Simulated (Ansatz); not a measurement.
YCu:
Space group Pm-3m (No. 221); a = b = c = 3.4245 Å, α = β = γ = 90.00°

```csv
atom,site,symmetry,x,y,z
Y,1a,m-3m,0.0000,0.0000,0.0000
Cu,1b,m-3m,0.5000,0.5000,0.5000
```

Relaxed with PBEsol.

Which orbitals make up the states near the Fermi level in plane-wave PAW PBEsol (Ansatz code)?

Within 0.5 eV of the Fermi level: Y 4d 71 %, Cu 3d 9 %, Y 5s 6 %, outside the projected shells 11 %. Projections are on Löwdin-orthogonalised atomic valence shells; empty p or d shells of many metals are not among them.

Tabulate the density of states.

States/eV per cell of 2 atoms, in 0.25 eV bins, energy from the Fermi level.

```csv
E (eV),total,Cu 3d,Y 4d,Y 5s
-6.75,0.00,0.00,0.00,0.00
-6.50,0.05,0.00,0.00,0.03
-6.25,0.11,0.00,0.00,0.06
-6.00,0.15,0.00,0.00,0.08
-5.75,0.19,0.00,0.00,0.10
-5.50,0.23,0.00,0.01,0.11
-5.25,0.28,0.00,0.01,0.13
-5.00,0.33,0.01,0.02,0.14
-4.75,0.40,0.02,0.04,0.16
-4.50,0.52,0.05,0.07,0.17
-4.25,1.14,0.27,0.30,0.19
-4.00,1.92,0.63,0.57,0.17
-3.75,1.86,0.90,0.47,0.08
-3.50,6.31,5.24,0.77,0.17
-3.25,11.94,10.94,0.76,0.12
-3.00,15.01,14.32,0.43,0.05
-2.75,3.76,3.27,0.20,0.11
-2.50,1.34,0.79,0.23,0.10
-2.25,2.05,1.13,0.49,0.05
-2.00,0.62,0.26,0.21,0.02
-1.75,0.32,0.08,0.12,0.05
-1.50,0.53,0.08,0.29,0.08
-1.25,0.80,0.10,0.48,0.13
-1.00,1.22,0.12,0.77,0.19
-0.75,1.41,0.14,0.88,0.22
-0.50,1.67,0.18,1.01,0.27
-0.25,1.27,0.12,0.81,0.15
0.00,1.12,0.10,0.76,0.07
0.25,1.23,0.10,0.88,0.03
0.50,3.40,0.26,2.77,0.01
0.75,2.41,0.11,1.82,0.00
1.00,0.40,0.01,0.28,0.00
1.25,0.48,0.02,0.39,0.00
1.50,1.87,0.06,1.51,0.05
1.75,2.06,0.06,1.76,0.09
2.00,1.54,0.04,1.28,0.11
2.25,1.50,0.03,1.22,0.10
2.50,1.90,0.04,1.48,0.16
2.75,1.83,0.04,1.39,0.15
3.00,1.53,0.04,1.07,0.14
3.25,1.58,0.05,1.11,0.15
3.50,1.59,0.05,1.22,0.11
3.75,2.75,0.10,2.16,0.10
4.00,1.73,0.05,1.27,0.06
4.25,1.43,0.03,1.01,0.04
4.50,1.08,0.02,0.84,0.03
4.75,0.82,0.01,0.70,0.02
```

The first step of the workflow began from a Materials Project structure, measured or hypothetical; the Crystallography Open Database copy checked does not list it. With Y and Cu taken as one species the cell has the higher symmetry Im-3m, so it may be an ordered model of a mixed-site phase. Whether it is the stable phase at ambient conditions was not checked. The cell was relaxed with PBEsol under the symmetry of its start; of distortions, only those at the zone centre were tested. The run is not spin-polarised. Spin–orbit coupling is left out wherever it is not named.

Potentials: the later of the program's two PAW sets.
